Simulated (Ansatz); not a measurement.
V (bcc (W type), space group No. 229) under volume change, LDA (plane waves, PAW; program Ansatz), scaled uniformly.

```tsv
V (Å³/atom)	E − E(relaxed) (meV/atom)	P (GPa)
11.398	77.0	23.59
11.773	___	___
12.149	___	___
12.525	0.0	-0.01
12.901	7.1	-5.89
13.276	27.0	-10.97
13.652	58.0	-15.37
```

Problem. Some entries are withheld; supply them.

Solution. 
- 12.149, E − E(relaxed) (meV/atom): 7.7
- 12.149, P (GPa): 6.76
- 11.773, E − E(relaxed) (meV/atom): 32.5
- 11.773, P (GPa): 14.57

Problem. What does a third-order Birch–Murnaghan fit give for V₀, B₀ and B′?

Solution. V₀ = 12.52 Å³/atom, B₀ = 210 GPa, B′ = 3.8.

Space group Im-3m (bcc (W type)). The cell was relaxed with LDA under the symmetry of its start. No spin polarisation was allowed.

Potentials: the earlier of the program's two PAW sets.
